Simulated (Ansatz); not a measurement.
A geometry of ScF3 away from equilibrium: step 18 of the relaxation of a relaxed ScF3 cell displaced along its unstable phonon at q = Γ (406i cm⁻¹), largest move 0.15 Å. These are PBE (plane waves to 420 eV, PAW, scalar-relativistic; Ansatz, a quantum-chemistry and plane-wave program) values and carry that method's errors. Γ-centred k-mesh 7×7×7 on the run's cell (coarser than for final values), Fermi–Dirac smearing 0.05 eV.

```xyz
4
Lattice="-2.0456 2.0456 3.0690 2.0456 -2.0456 3.0690 2.0456 2.0456 -3.0690" Properties=species:S:1:pos:R:3:forces:R:3 pbc="T T T" free_energy=-4566.852 pressure_GPa=5.0
F      2.0456     0.0000     0.3928    0.0000    0.0000    0.0032
F      0.0000     0.0000     2.0211    0.0000    0.0000    0.0401
F      0.0000     2.0456     0.3928    0.0000    0.0000    0.0032
Sc     0.0000     0.0000     0.1999    0.0000    0.0000   -0.0465
```

Positions in Å, forces in eV/Å, free energy of the cell in eV (comparable only within this code, potentials and settings). Largest force: 0.05 eV/Å, on Sc4 (atoms numbered as listed); the geometry lies 0.23 eV/atom above the end of its relaxation.

No spin polarisation in the result. Without a van der Waals term the distances between weakly bound units are poorly fixed.

The run could not lose the symmetry of its start: the end is stationary, and may be a saddle point rather than a minimum.

The end of the path is a generated cell of ScF3: the first start was made by placing the elements on the sites of a structure type, and the end was not matched to a known phase here, so it may be hypothetical.
